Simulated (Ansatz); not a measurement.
Bi2Te: do energies and stresses tell the same story?

The calculation used Ansatz 0.2.0, DFT PBEsol, scalar-relativistic, plane waves, PAW.

Settings: cutoff 420 eV, Γ-centred mesh 8×8×8 on the computed 6-atom cell, Gaussian smearing of 0.10 eV; no spin polarisation.

Relaxed cell: I4_1/amd, a = 8.160 Å, b = 8.160 Å, c = 6.163 Å, α = 90.00°, β = 90.00°, γ = 90.00°, 6 atoms in the primitive cell. Whether it is the stable form of this composition wasn't checked.

Energies at zero smearing and pressures from the stress tensor, at volumes with shape and atoms relaxed:
```csv
V (Å³/atom),E − E(first) (meV/atom),P (GPa)
33.168,0.00,1.50
34.194,-4.66,0.01
35.220,-0.49,-1.28
36.245,11.21,-2.36
37.613,36.67,-3.57
```

Problem. Check P = −dE/dV between neighbouring volumes, and get the bulk modulus from the pressures alone.

Solution. With 1 eV/Å³ = 160.2 GPa:
| middle V (Å³/atom) | −ΔE/ΔV (GPa) | mean P (GPa) |
| --- | --- | --- |
| 33.681 | 0.727 | 0.754 |
| 34.707 | -0.651 | -0.635 |
| 35.732 | -1.828 | -1.820 |
| 36.929 | -2.982 | -2.964 |

The two differ by 0.03 GPa at most. The mean of two end pressures misses the average over a step by about ΔV² P″/12, up to 0.02 GPa here; with that taken off 0.01 GPa remains. Around V = 34.194 Å³/atom, the two neighbours give B = −V ΔP/ΔV = 34.194 × 2.78 / 2.052 = 46.3 GPa, against B0 = 45.8 GPa from the Birch–Murnaghan fit of the energies.

Spin–orbit coupling is left out, which can shift energies with elements as heavy as these.